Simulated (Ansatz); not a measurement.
Input, command and steps of an Ansatz relaxation.

```yaml
crystal:
  lattice:
    - [-4.37253468, 4.37253468, -1.45751156]
    - [-4.37253468, -1.45751156, 4.37253468]
    - [1.45751156, 4.37253468, 4.37253468]
  atoms:
    - { symbol: Ni, position: [0.4972797794, 0.4971263665, 0.0019192104], spin: 2.0 }
    - { symbol: Ni, position: [0.3019391426, 0.2942021171, 0.8028285567], spin: 2.0 }
    - { symbol: Cu, position: [0.0009766148, 0.0016249355, 0.9986981132] }
    - { symbol: Cu, position: [0.6029024434, 0.0982763751, 0.1026767046] }
    - { symbol: Cu, position: [0.0982999787, 0.6007120465, 0.1027386412] }
    - { symbol: Cu, position: [0.2103480369, 0.1983228154, 0.2006110259] }
    - { symbol: Cu, position: [0.6960325516, 0.6990884859, 0.198157139] }
    - { symbol: Cu, position: [0.2971420704, 0.7997954596, 0.3028019512] }
    - { symbol: Cu, position: [0.3958900463, 0.4050217542, 0.4023782585] }
    - { symbol: Cu, position: [0.0985713639, 0.0991029314, 0.6018927207] }
    - { symbol: Cu, position: [0.9001740067, 0.8959122673, 0.3983325434] }
    - { symbol: Cu, position: [0.6037359498, 0.6001965263, 0.5997114446] }
    - { symbol: Cu, position: [0.6981858638, 0.1981018874, 0.6993941004] }
    - { symbol: Cu, position: [0.1962291964, 0.70116986, 0.7001194706] }
    - { symbol: Cu, position: [0.8016812258, 0.7971224862, 0.7996760283] }
    - { symbol: Cu, position: [0.9018362183, 0.3980299668, 0.8940031664] }
    - { symbol: Cu, position: [0.4007383343, 0.9001649681, 0.9017640268] }
    - { symbol: Pd, position: [0.8031639941, 0.2986494722, 0.2995821677] }
    - { symbol: Pd, position: [0.4985751675, 0.9978889502, 0.4998233508] }
    - { symbol: Pd, position: [0.0051501662, 0.5002176018, 0.5014360874] }
  symmetry: { detect: false }
basis:
  ecutwfc: 420
kpoints:
  mp_grid: { grid: [2, 2, 2], shift: [0.5, 0.5, 0.5] }
hamiltonian:
  xc: pbesol
scf:
  occupations: { method: gaussian, width: 0.1 }
  lower_state_search: "off"
output:
  forces: true
  stress: true
  eigenvalues: true
  populations: true
magnetization:
  spin_polarized: true
relax:
  adjacent_minimum: "off"
  f_tol: 0.04
  max_steps: 50
  cell: { stress_tol: 0.3 }
```

```bash
ansatz run input.yaml --threads 4 --pin off --max-ram 9216MiB --backend cpu --events-out ev --progress --plain --runs-dir out
```

Computed with Ansatz 0.2.0, DFT PBEsol, scalar-relativistic, plane waves, PAW.

Of 8 frames 8 are shown, positions in Å and forces in eV/Å; the SCF threshold varies from step to step. Steps run on the plane waves of an earlier cell, with a Pulay correction in the pressure. The basis is chosen afresh for the last frame, the zero of the energies, and at times for earlier ones too; energy and pressure can step there, also at an unchanged geometry. Where two frames share a geometry here, they differ by under 2 meV/atom and 0.3 GPa.

```xyz
20
Lattice="-4.3725 4.3725 -1.4575 -4.3725 -1.4575 4.3725 1.4575 4.3725 4.3725" Properties=species:S:1:pos:R:3:forces:R:3 pbc="T T T" step=1 free_energy_over_end_meV_per_atom=31.09 pressure_GPa=-7.14
Ni   -4.3453    1.4582    1.4573    0.0338   -0.1737   -0.1607
Ni   -1.4365    4.4018    4.3567   -0.2065    0.0072    0.2392
Cu    1.4442    4.3687    4.3725   -0.0726    0.0869    0.0167
Cu   -2.9163    2.9419   -0.0001   -0.1221   -0.6571   -0.5468
Cu   -2.9067    0.0035    2.9326   -0.2529   -0.2933   -0.4947
Cu   -1.4945    1.5079    1.4378   -0.1831   -0.0620   -0.1151
Cu   -5.8114    2.8909    2.9088   -0.1841   -0.1967    0.1506
Cu   -4.3551    1.4576    4.3881    0.1454   -0.2799   -0.3797
Cu   -2.9155    2.9001    2.9534   -0.4147    0.1933   -0.1186
Cu    0.0129    2.9184    2.9215    0.4067   -0.0393   -0.0197
Cu   -7.2729    4.3720    4.3471   -0.2850    0.1117   -0.0602
Cu   -4.3902    4.3873    4.3667    0.7483    0.0232    0.0386
Cu   -2.8997    5.8222    2.9067    0.0389    0.4616    0.5967
Cu   -2.9035    2.8974    5.8412   -0.2812    0.6905    0.2053
Cu   -5.8253    5.8402    5.8136    0.0836   -0.0320    0.1181
Cu   -4.3807    7.2722    4.3350    0.1654    0.1722    0.2690
Cu   -4.3739    4.3832    7.2949    0.2973    0.2954    0.1393
Pd   -4.3811    4.3865    1.4452    0.2841   -0.5747   -0.5372
Pd   -5.8148    2.9111    5.8221   -0.0010    0.0289    0.2412
Pd   -1.4789    1.4860    4.3723   -0.2004    0.2378    0.4180
20
Lattice="-4.3301 4.3155 -1.4466 -4.3315 -1.4461 4.3215 1.4518 4.3182 4.3227" Properties=species:S:1:pos:R:3:forces:R:3 pbc="T T T" step=2 free_energy_over_end_meV_per_atom=8.01 pressure_GPa=-2.73
Ni   -4.3036    1.4293    1.4287    0.0198   -0.1280   -0.0982
Ni   -1.4248    4.3380    4.3136   -0.1513    0.0002    0.1660
Cu    1.4369    4.3193    4.3256   -0.0408    0.0683    0.0013
Cu   -2.8862    2.8657   -0.0345   -0.0038   -0.4593   -0.3851
Cu   -2.8856   -0.0149    2.8739   -0.1305   -0.1863   -0.3207
Cu   -1.4827    1.4813    1.4171   -0.1213   -0.0138   -0.0592
Cu   -5.7606    2.8432    2.8782   -0.1360   -0.1073    0.1311
Cu   -4.3022    1.4234    4.3178    0.1127   -0.1954   -0.2583
Cu   -2.9039    2.8694    2.9033   -0.2533    0.0340    0.0060
Cu    0.0338    2.8777    2.8918    0.3209   -0.0555   -0.0158
Cu   -7.2124    4.3126    4.2912   -0.2065    0.1045   -0.0602
Cu   -4.3113    4.3325    4.3149    0.5161    0.0086    0.0082
Cu   -2.8678    5.7652    2.8956   -0.0369    0.2957    0.3714
Cu   -2.8937    2.8934    5.7851   -0.2186    0.4725    0.1488
Cu   -5.7632    5.7604    5.7461    0.0351   -0.0369    0.0657
Cu   -4.3254    7.1875    4.2999    0.0487    0.0491    0.1161
Cu   -4.3116    4.3345    7.2155    0.2196    0.2107    0.1034
Pd   -4.3183    4.2991    1.3981    0.0342   -0.1176   -0.1238
Pd   -5.7559    2.8682    5.7606    0.0138    0.0236    0.0916
Pd   -1.4730    1.4774    4.3407   -0.0218    0.0329    0.1116
20
Lattice="-4.3072 4.2574 -1.4536 -4.3101 -1.4504 4.2757 1.4688 4.2630 4.2783" Properties=species:S:1:pos:R:3:forces:R:3 pbc="T T T" step=3 free_energy_over_end_meV_per_atom=0.86 pressure_GPa=1.13
Ni   -4.2812    1.3917    1.3939    0.0077    0.0135    0.0180
Ni   -1.4093    4.2670    4.2721   -0.0244   -0.0268    0.0117
Cu    1.4509    4.2736    4.2846    0.0267    0.0005    0.0210
Cu   -2.8658    2.7735   -0.0861    0.0286    0.0671    0.0638
Cu   -2.8755   -0.0511    2.7998    0.0508    0.0120    0.0313
Cu   -1.4816    1.4532    1.3923    0.0190    0.0628    0.0336
Cu   -5.7410    2.7807    2.8501   -0.0268    0.0420    0.0560
Cu   -4.2567    1.3660    4.2344    0.0395    0.0076    0.0165
Cu   -2.9040    2.8229    2.8572    0.0389   -0.0766    0.0131
Cu    0.0831    2.8342    2.8640    0.0333   -0.0086   -0.0037
Cu   -7.1902    4.2445    4.2223   -0.0046    0.0019   -0.0142
Cu   -4.2177    4.2671    4.2576   -0.0508    0.0329   -0.0339
Cu   -2.8423    5.7122    2.8912   -0.0686   -0.0333   -0.0939
Cu   -2.8938    2.8953    5.7340   -0.0225   -0.0935   -0.0207
Cu   -5.7158    5.6620    5.6738   -0.0266   -0.0514   -0.0365
Cu   -4.2807    7.0901    4.2557   -0.0371   -0.0554   -0.0534
Cu   -4.2447    4.2773    7.1444    0.0100    0.0046   -0.0246
Pd   -4.2823    4.2212    1.3565    0.0420    0.0825    0.0299
Pd   -5.7114    2.8104    5.6943   -0.0137    0.0202   -0.0307
Pd   -1.4609    1.4523    4.3073   -0.0215   -0.0017    0.0166
20
Lattice="-4.3843 4.2265 -1.4430 -4.3866 -1.4344 4.2592 1.4898 4.2330 4.2634" Properties=species:S:1:pos:R:3:forces:R:3 pbc="T T T" step=4 free_energy_over_end_meV_per_atom=0.01 pressure_GPa=0.08
Ni   -4.3744    1.3868    1.4071    0.0041   -0.0052   -0.0157
Ni   -1.4582    4.2432    4.2745    0.0014   -0.0001    0.0082
Cu    1.4999    4.2447    4.2656   -0.0089   -0.0047    0.0017
Cu   -2.9242    2.7462   -0.0659    0.0016   -0.0054    0.0010
Cu   -2.9132   -0.0455    2.7713    0.0078    0.0008    0.0029
Cu   -1.4823    1.4496    1.3827    0.0037   -0.0043    0.0020
Cu   -5.8657    2.7736    2.8582   -0.0088    0.0055   -0.0061
Cu   -4.3252    1.3650    4.2013    0.0112    0.0053    0.0058
Cu   -2.9368    2.7955    2.8406    0.0045    0.0041   -0.0082
Cu    0.0666    2.8285    2.8723    0.0054    0.0067    0.0041
Cu   -7.3391    4.2323    4.2247   -0.0091    0.0028    0.0017
Cu   -4.2879    4.2392    4.2324    0.0115    0.0025   -0.0042
Cu   -2.8956    5.6725    2.8655   -0.0050    0.0048   -0.0050
Cu   -2.9597    2.8657    5.7189   -0.0234   -0.0157    0.0040
Cu   -5.8134    5.6187    5.6461    0.0095    0.0013    0.0048
Cu   -4.3542    7.0392    4.2284    0.0019   -0.0018   -0.0027
Cu   -4.3339    4.2447    7.1296    0.0010   -0.0056   -0.0007
Pd   -4.3617    4.1882    1.3669    0.0071    0.0088    0.0131
Pd   -5.8138    2.8000    5.6593   -0.0005    0.0090    0.0085
Pd   -1.4951    1.4369    4.3004   -0.0150   -0.0089   -0.0151
20
Lattice="-4.4203 4.2079 -1.4413 -4.4226 -1.4282 4.2538 1.4980 4.2086 4.2522" Properties=species:S:1:pos:R:3:forces:R:3 pbc="T T T" step=5 free_energy_over_end_meV_per_atom=-0.13 pressure_GPa=-0.11
Ni   -4.4173    1.3810    1.4099   -0.0034   -0.0055   -0.0126
Ni   -1.4818    4.2210    4.2720    0.0056    0.0038    0.0026
Cu    1.5186    4.2192    4.2530   -0.0048   -0.0039   -0.0068
Cu   -2.9501    2.7286   -0.0599    0.0030   -0.0074   -0.0032
Cu   -2.9339   -0.0462    2.7580   -0.0134   -0.0022   -0.0036
Cu   -1.4832    1.4413    1.3770   -0.0013   -0.0147   -0.0075
Cu   -5.9241    2.7645    2.8576    0.0019   -0.0061   -0.0114
Cu   -4.3574    1.3608    4.1861   -0.0052    0.0049   -0.0028
Cu   -2.9528    2.7785    2.8286    0.0003    0.0117   -0.0084
Cu    0.0563    2.8186    2.8742   -0.0115    0.0025    0.0051
Cu   -7.4106    4.2178    4.2241    0.0038    0.0032    0.0041
Cu   -4.3193    4.2163    4.2170    0.0039   -0.0044    0.0016
Cu   -2.9205    5.6460    2.8516    0.0103    0.0073    0.0106
Cu   -2.9953    2.8424    5.7106    0.0001    0.0060    0.0076
Cu   -5.8576    5.5880    5.6309    0.0109    0.0086    0.0055
Cu   -4.3902    7.0027    4.2115    0.0035    0.0088    0.0062
Cu   -4.3759    4.2172    7.1210   -0.0009   -0.0009    0.0089
Pd   -4.3984    4.1661    1.3690   -0.0037   -0.0112    0.0037
Pd   -5.8624    2.7884    5.6433    0.0072    0.0022    0.0048
Pd   -1.5142    1.4229    4.2945   -0.0064   -0.0028   -0.0045
20
Lattice="-4.4883 4.1647 -1.4379 -4.4914 -1.4151 4.2420 1.5162 4.1574 4.2317" Properties=species:S:1:pos:R:3:forces:R:3 pbc="T T T" step=6 free_energy_over_end_meV_per_atom=-0.31 pressure_GPa=-0.16
Ni   -4.5010    1.3662    1.4117   -0.0114   -0.0021   -0.0056
Ni   -1.5246    4.1731    4.2653    0.0106    0.0003   -0.0091
Cu    1.5579    4.1643    4.2275   -0.0040   -0.0034   -0.0136
Cu   -2.9966    2.6922   -0.0478   -0.0030   -0.0072   -0.0071
Cu   -2.9783   -0.0462    2.7332   -0.0196    0.0008   -0.0051
Cu   -1.4857    1.4186    1.3634   -0.0071   -0.0229   -0.0134
Cu   -6.0327    2.7397    2.8529    0.0096   -0.0148   -0.0139
Cu   -4.4202    1.3509    4.1572   -0.0131    0.0012   -0.0055
Cu   -2.9821    2.7417    2.8041   -0.0080    0.0133   -0.0090
Cu    0.0354    2.7933    2.8776   -0.0115   -0.0022    0.0022
Cu   -7.5424    4.1813    4.2223    0.0130   -0.0004    0.0057
Cu   -4.3788    4.1638    4.1875   -0.0028   -0.0100    0.0020
Cu   -2.9632    5.5880    2.8285    0.0191    0.0104    0.0225
Cu   -3.0583    2.7972    5.6963    0.0176    0.0250    0.0129
Cu   -5.9373    5.5220    5.6016    0.0071    0.0120    0.0031
Cu   -4.4574    6.9259    4.1805    0.0023    0.0182    0.0093
Cu   -4.4533    4.1595    7.1060   -0.0029    0.0012    0.0115
Pd   -4.4676    4.1162    1.3726   -0.0157   -0.0202   -0.0033
Pd   -5.9513    2.7609    5.6130    0.0134   -0.0062    0.0081
Pd   -1.5496    1.3954    4.2841    0.0063    0.0071    0.0081
20
Lattice="-4.6067 4.0835 -1.4322 -4.6109 -1.3908 4.2206 1.5512 4.0668 4.1996" Properties=species:S:1:pos:R:3:forces:R:3 pbc="T T T" step=7 free_energy_over_end_meV_per_atom=-0.40 pressure_GPa=-0.06
Ni   -4.6494    1.3366    1.4098   -0.0037   -0.0055    0.0100
Ni   -1.5961    4.0856    4.2497    0.0227   -0.0154   -0.0234
Cu    1.6292    4.0678    4.1832   -0.0197    0.0086   -0.0182
Cu   -3.0793    2.6292   -0.0272   -0.0038    0.0146    0.0011
Cu   -3.0564   -0.0410    2.6946   -0.0147    0.0044   -0.0027
Cu   -1.4940    1.3734    1.3370   -0.0222   -0.0187   -0.0142
Cu   -6.2176    2.6875    2.8414    0.0281   -0.0255   -0.0052
Cu   -4.5289    1.3308    4.1125   -0.0169   -0.0047   -0.0047
Cu   -3.0364    2.6737    2.7615   -0.0281    0.0081   -0.0112
Cu    0.0046    2.7426    2.8813    0.0073   -0.0083   -0.0028
Cu   -7.7637    4.1071    4.2185    0.0337   -0.0152    0.0058
Cu   -4.4838    4.0662    4.1381   -0.0201   -0.0069    0.0043
Cu   -3.0335    5.4826    2.7956    0.0139   -0.0035    0.0140
Cu   -3.1600    2.7256    5.6765    0.0327    0.0326    0.0138
Cu   -6.0726    5.4042    5.5522   -0.0123    0.0165   -0.0018
Cu   -4.5727    6.7923    4.1308   -0.0006    0.0126    0.0075
Cu   -4.5864    4.0595    7.0831    0.0004    0.0085    0.0079
Pd   -4.5903    4.0266    1.3789   -0.0343   -0.0091    0.0011
Pd   -6.1017    2.7068    5.5664    0.0228   -0.0180    0.0056
Pd   -1.6074    1.3530    4.2700    0.0149    0.0249    0.0130
20
Lattice="-4.6067 4.0835 -1.4322 -4.6109 -1.3908 4.2206 1.5512 4.0668 4.1996" Properties=species:S:1:pos:R:3:forces:R:3 pbc="T T T" step=8 free_energy_over_end_meV_per_atom=0.00 pressure_GPa=-0.02
Ni   -4.6494    1.3366    1.4098   -0.0038   -0.0056    0.0100
Ni   -1.5961    4.0856    4.2497    0.0227   -0.0154   -0.0234
Cu    1.6292    4.0678    4.1832   -0.0198    0.0087   -0.0182
Cu   -3.0793    2.6292   -0.0272   -0.0037    0.0147    0.0008
Cu   -3.0564   -0.0410    2.6946   -0.0147    0.0043   -0.0028
Cu   -1.4940    1.3734    1.3370   -0.0223   -0.0188   -0.0141
Cu   -6.2176    2.6875    2.8414    0.0283   -0.0255   -0.0054
Cu   -4.5289    1.3308    4.1125   -0.0171   -0.0047   -0.0049
Cu   -3.0364    2.6737    2.7615   -0.0282    0.0082   -0.0111
Cu    0.0046    2.7426    2.8813    0.0073   -0.0083   -0.0029
Cu   -7.7637    4.1071    4.2185    0.0339   -0.0154    0.0058
Cu   -4.4838    4.0662    4.1381   -0.0202   -0.0070    0.0044
Cu   -3.0335    5.4826    2.7956    0.0139   -0.0036    0.0142
Cu   -3.1600    2.7256    5.6765    0.0328    0.0328    0.0139
Cu   -6.0726    5.4042    5.5522   -0.0122    0.0166   -0.0017
Cu   -4.5727    6.7923    4.1308   -0.0007    0.0125    0.0077
Cu   -4.5864    4.0595    7.0831    0.0004    0.0087    0.0078
Pd   -4.5903    4.0266    1.3789   -0.0343   -0.0092    0.0010
Pd   -6.1017    2.7068    5.5664    0.0228   -0.0179    0.0055
Pd   -1.6074    1.3530    4.2700    0.0149    0.0249    0.0132
```

It took 5.8 min on 4 threads of Arm Neoverse V2, with other jobs on the host, peak memory 1.6 GiB.

The k mesh is coarse.